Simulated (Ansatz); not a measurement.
CuLaTe2 (ordering on rocksalt) under strain

CuLaTe2 as one 4-atom ordering (R-3m) on the rocksalt lattice, relaxed with r2SCAN in the PAW code Ansatz. The symmetry is R-3m (No. 166, trigonal); a = 4.476 Å, c = 20.249 Å in the conventional setting, 29.27 Å³ an atom. Cu has 6 Te at 2.97 Å; La has 6 Te at 3.21 Å; Te has 3 Cu at 2.97 Å and 3 La at 3.21 Å.

The axes x, y and z are those of this cell:
```
CELL_PARAMETERS angstrom
2.23787 1.29204 6.74954
-2.23787 1.29204 6.74954
0.00000 -2.58407 6.74954
ATOMIC_POSITIONS crystal
Cu 0.00000 0.00000 0.00000
La 0.50000 0.50000 0.50000
Te 0.26089 0.26089 0.26089
Te 0.73911 0.73911 0.73911
```

Unstrained: With PBE the valence top lies at k = (0.279, -1/2, -0.279) and the conduction bottom at F, 0.783 eV higher; the smallest vertical gap, at k = (0.577, 0, 0.423), is 1.235 eV. The r2SCAN gap is indirect, 1.008 eV (k = (0.279, -1/2, -0.279) to F), below the direct gap of 1.458 eV at F. The HSE06 gap is indirect, 1.328 eV (Γ to F), below the direct gap of 2.050 eV at k = (0.577, 0, 0.423). Meshes: PBE 6×6×6, r2SCAN 6×6×6, HSE06 4×4×4. Strains are changes of length per length. After each strain the atoms were relaxed again with r2SCAN within the symmetry that the strain leaves, so tilts or polar shifts that break it weren't tested; points keep the names that they have in the unstrained zone. The calculation is spin-unpolarised, and the structure need not be a phase that has been made.

Changes of the least gap in eV (an overlap counts as a negative gap):

| strain | volume change (%) | space group | PBE | r2SCAN | HSE06 | energy rise, r2SCAN (meV/atom) |
| --- | --- | --- | --- | --- | --- | --- |
| epitaxial -1.0 % in the xy plane, free normal strain +1.01 % | -1.0 | R-3m | -0.076 | -0.079 | -0.023 | 1.4 |
| epitaxial -3.0 % in the xy plane, free normal strain +2.95 % | -3.1 | R-3m | -0.308 | -0.324 | -0.265 | 13.5 |
| uniaxial +5.0 % along z | +5.0 | R-3m | -0.076 | -0.080 | +0.035 | 15.8 |
| uniaxial -2.0 % along x | -2.0 | C2/m | -0.142 | -0.145 | -0.100 | 2.5 |

Epitaxial -1.0 % in the xy plane, free normal strain +1.01 %. HSE06: the gap goes from 1.328 to 1.305 eV (-0.023 eV). Stress change with r2SCAN, compression positive: xx +0.79, yy +0.79, zz -0.01 GPa.

Epitaxial -3.0 % in the xy plane, free normal strain +2.95 %. HSE06: the gap goes from 1.328 to 1.063 eV (-0.265 eV); the edges move from Γ → F to T → F. Stress change with r2SCAN, compression positive: xx +2.58, yy +2.58, zz 0.00 GPa.

Uniaxial +5.0 % along z, other directions held. HSE06: the gap goes from 1.328 to 1.363 eV (+0.035 eV); the edges move from Γ → F to T → F. Stress change with r2SCAN, compression positive: xx -1.48, yy -1.48, zz -3.38 GPa.

Uniaxial -2.0 % along x, other directions held. HSE06: the gap goes from 1.328 to 1.228 eV (-0.100 eV); the F points, equivalent before, split by 55 meV, and the conduction bottom lies at those like (1/2, 1/2, 0). Stress change with r2SCAN, compression positive: xx +1.42, yy +1.02, zz +0.78, yz -0.32 GPa.

Spin-orbit coupling is left out, which matters wherever the heavy atoms make up the band edges.

Where an edge lies off the special points, it is a point of the mesh or the k point where a search put PBE's edge or least direct gap, reused for the other functionals, whose own edges may lie a little apart.

Coordinates of k points refer to the reciprocal vectors of the primitive cell of the runs.
